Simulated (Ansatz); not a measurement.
Consider the following.

YSi:
```
CELL_PARAMETERS angstrom
      2.14295    -5.28038     0.00000
      2.14295     5.28038     0.00000
      0.00000     0.00000     3.84124
ATOMIC_POSITIONS crystal
  Y  0.14050 0.85950 0.75000
  Y  0.85950 0.14050 0.25000
  Si 0.42418 0.57582 0.75000
  Si 0.57582 0.42418 0.25000
```

This is the r²SCAN-relaxed structure.

Task: All from the program Ansatz at the r²SCAN level (PAW), unless another level is named. Give the electronic character.

Result: metallic (no gap).

Task: Give the density of states at the Fermi level.

Result: 0.48 states/eV per atom (mean over ±0.08 eV).

Task: And the formation energy from the elements (no fitted shifts)?

Result: -0.92 eV/atom.

Space group Cmcm. The workflow started from a Materials Project entry (that database holds measured and hypothetical structures alike); the Crystallography Open Database copy checked does not list it. Its standing as an ambient phase is unchecked. The r²SCAN relaxation kept the symmetry of its start; whether a distortion lowers the energy is not shown. The run is not spin-polarised. The references are the lowest solids computed at this level, not always the standard phases. Spin–orbit coupling is left out wherever it is not named.

Potentials: the earlier of the program's two PAW sets.
